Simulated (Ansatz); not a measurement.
CdS:
```cif
data_Cd2S2
_chemical_formula_sum 'Cd2 S2'
_space_group_name_H-M_alt 'P63mc'
_space_group_IT_number 186
_space_group_name_Hall 'P 6c -2c'
_cell_length_a 4.16469
_cell_length_b 4.16469
_cell_length_c 6.76805
_cell_angle_alpha 90.000
_cell_angle_beta 90.000
_cell_angle_gamma 120.000
loop_
_atom_site_label
_atom_site_type_symbol
_atom_site_symmetry_multiplicity
_atom_site_Wyckoff_symbol
_atom_site_fract_x
_atom_site_fract_y
_atom_site_fract_z
_atom_site_occupancy
Cd1 Cd 2 b 0.33333 0.66667 0.00007 1
S1 S 2 b 0.33333 0.66667 0.37693 1
```

Relaxed with r²SCAN.

### Question
Tabulate the valence density and the electron localisation function along the shortest Cd–S contact (2.54 Å), the program Ansatz at the r²SCAN level (PAW).

### Answer


| distance from Cd (Å) | density (e/Å³) | ELF |
|---|---|---|
| 0.25 | 20.08 | 0.89 |
| 0.38 | 14.28 | 0.73 |
| 0.51 | 8.96 | 0.54 |
| 0.64 | 4.95 | 0.41 |
| 0.76 | 2.39 | 0.32 |
| 0.89 | 1.05 | 0.24 |
| 1.02 | 0.55 | 0.17 |
| 1.15 | 0.42 | 0.17 |
| 1.27 | 0.41 | 0.33 |
| 1.40 | 0.47 | 0.62 |
| 1.53 | 0.61 | 0.82 |
| 1.65 | 0.81 | 0.88 |
| 1.78 | 1.02 | 0.88 |
| 1.91 | 1.17 | 0.82 |
| 2.04 | 1.14 | 0.63 |
| 2.16 | 0.89 | 0.27 |
| 2.29 | 0.51 | 0.03 |

The density is the valence pseudo-density with augmentation charge, so density and ELF within about 1 Å of a nucleus are not all-electron values.

Space group P6_3mc (wurtzite). The r²SCAN relaxation kept the symmetry of its start.

Potentials: the earlier of the program's two PAW sets. The files were generated under PBE; for other functionals the program regenerates the frozen cores, and for LDA and PBEsol the local potential too.
